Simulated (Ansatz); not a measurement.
MoRh:
```cif
data_Mo2Rh2
_chemical_formula_sum 'Mo2 Rh2'
_space_group_name_H-M_alt 'Pmma'
_space_group_IT_number 51
_space_group_name_Hall '-P 2a 2a'
_cell_length_a 4.40519
_cell_length_b 2.73549
_cell_length_c 4.80463
_cell_angle_alpha 90.000
_cell_angle_beta 90.000
_cell_angle_gamma 90.000
loop_
_space_group_symop_operation_xyz
  'x, y, z'
  '-x, -y, -z'
  '-x+1/2, -y, z'
  'x+1/2, y, -z'
  'x+1/2, -y, -z'
  '-x+1/2, y, z'
  '-x, y, -z'
  'x, -y, z'
loop_
_atom_site_label
_atom_site_type_symbol
_atom_site_symmetry_multiplicity
_atom_site_Wyckoff_symbol
_atom_site_fract_x
_atom_site_fract_y
_atom_site_fract_z
_atom_site_occupancy
Mo1 Mo 2 e 0.75000 0.00000 0.17083 1
Rh1 Rh 2 f 0.25000 0.50000 0.32616 1
```

Relaxed at zero pressure with plane-wave PAW r²SCAN (Ansatz code).

Q: The volume is raised by 6 % and shape and atoms relax at that volume. What pressure results, and how do the axes share the change?

A: -14.5 GPa; a 1.7 %, b 2.0 %, c 2.2 %; the energy rises by 42 meV/atom.

Q: Give the new structure.

A: 
Space group Pmma (No. 51); a = 4.481 Å, b = 2.790 Å, c = 4.910 Å, α = β = γ = 90.00°

```csv
atom,site,symmetry,x,y,z
Mo,2e,mm2,0.7500,0.0000,0.1700
Rh,2f,mm2,0.2500,0.5000,0.3245
```

The phase is kept; no other phase was compared at this pressure.

The first step of the workflow began from a Materials Project structure, measured or hypothetical; the Crystallography Open Database copy checked does not list it. With Mo and Rh taken as one species the cell has the higher symmetry P6_3/mmc, so it may be an ordered model of a mixed-site phase. Whether it is the stable phase at ambient conditions was not checked. The cell was relaxed with r²SCAN under the symmetry of its start; whether a distortion lowers the energy is not shown. The run is not spin-polarised. Axis ratios of metals converge slowly with the k-mesh, so a and c are less sure than the volume.

Potentials: the later of the program's two PAW sets.
